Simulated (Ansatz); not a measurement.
# What internal relaxation does to the elastic constants of CdHg

Level of theory: Ansatz, DFT LDA, scalar-relativistic, plane waves, PAW. Plane waves to 420 eV; Γ-centred k mesh 18×18×4; Fermi-Dirac smearing of 0.15 eV. No spin polarisation.

The cell, relaxed at this level:
```yaml
crystal:
  lattice:
    - [2.99309, 0.00000, 0.00000]
    - [-1.49654, 2.59209, 0.00000]
    - [0.00000, 0.00000, 10.76328]
  atoms:
    - { symbol: Cd, position: [0.00000, 0.00000, 0.00000] }
    - { symbol: Cd, position: [0.00000, 0.00000, 0.50000] }
    - { symbol: Hg, position: [0.33333, 0.66667, 0.25000] }
    - { symbol: Hg, position: [0.66667, 0.33333, 0.75000] }
```

The cell was built by swapping an element in a database structure (itself possibly hypothetical) and relaxing; it need not be the stable form of this composition. In a metal, frequencies and elastic constants depend on the k mesh and the smearing, soft modes and shear constants most. Spin–orbit coupling is left out, which can shift energies with elements as heavy as these.

Clamped-ion constants (GPa, Voigt order; atoms follow the strain homogeneously):
```
85.1 69.6 54.0  0.0  0.0  0.0
69.6 85.1 54.0  0.0  0.0  0.0
54.0 54.0 62.4  0.0  0.0  0.0
 0.0  0.0  0.0  0.4  0.0  0.0
 0.0  0.0  0.0  0.0  0.4  0.0
 0.0  0.0  0.0  0.0  0.0  7.8
```

What are the constants once the atoms relax in each strained cell?

Answers

C11 = 55.6, C12 = 99.4, C13 = 54.0, C22 = 55.6, C23 = 54.0, C33 = 62.4, C44 = 0.4, C55 = 0.4, C66 = -21.9 GPa; the others vanish.
The Voigt shear modulus goes from 5.4 to -6.5 GPa and the Voigt bulk modulus from 65.3 to 65.4 GPa. Relaxation subtracts ΛᵀK⁻¹Λ/V, with Λ the forces that a strain puts on the atoms and K the zone-centre force constants. At a stable cell this can only lower the diagonal constants, and it acts only for strains that share their symmetry with an optical mode; elsewhere, and where the coupling is weak, the constants hardly move. The least eigenvalue of the relaxed constants is -43.8 GPa, so this cell isn't stable against every strain.